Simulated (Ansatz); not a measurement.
Below is a relaxed structure of AlGa2Sb3. The cell was found from a structure generator's guess, not taken from experiment.

The calculation used DFT PBE, scalar-relativistic, plane waves, PAW in Ansatz 0.2.0. Cutoff 420 eV, Γ-centred mesh, Gaussian smearing, no spin polarisation.

```cif
data_structure
_symmetry_space_group_name_H-M 'P 1'
_symmetry_Int_Tables_number 1
_cell_length_a 5.6169
_cell_length_b 5.6169
_cell_length_c 5.6169
_cell_angle_alpha 72.702
_cell_angle_beta 72.702
_cell_angle_gamma 72.702
_cell_volume 157.25
loop_
_atom_site_label
_atom_site_type_symbol
_atom_site_fract_x
_atom_site_fract_y
_atom_site_fract_z
_atom_site_occupancy
Al1 Al 0.50000 0.50000 0.50000 1
Ga1 Ga 0.12080 0.12080 0.12080 1
Ga2 Ga 0.87920 0.87920 0.87920 1
Sb1 Sb 0.50000 0.50000 0.00000 1
Sb2 Sb 0.00000 0.50000 0.50000 1
Sb3 Sb 0.50000 0.00000 0.50000 1
```

The zero of energy is the elements' standard structures at the same level; no fitted shifts are applied.

Question: Find its symmetry and describe it.

Answer: R-3m (No. 166). Conventional cell: a = 6.659 Å, c = 12.286 Å. Al has 6 Sb at 2.81 Å; around Ga lie 1 Ga at 2.97 Å, 3 Sb at 3.24 Å and 6 Sb at 3.65 Å; Sb is surrounded by 2 Al at 2.81 Å, 2 Ga at 3.24 Å, 4 Sb at 3.33 Å and 4 Ga at 3.65 Å.

Question: How far does it lie from the elements in energy?

Answer: +0.20 eV/atom. It can't be a ground state, since the elements alone are lower.

Question: Is it a metal?

Answer: Yes, bands cross the Fermi level on the 6×6×6 mesh.

The last run used a 6×6×6 mesh for its 6-atom cell and Gaussian smearing of 0.10 eV. Spin–orbit coupling, which can matter for Sb, is left out. Symmetry constrained the relaxation, so the result can be a saddle point. Another cell of AlGa2Sb3 relaxed alike, in P4mm, lies 102 meV/atom lower, so this cell isn't the stable form at this level.
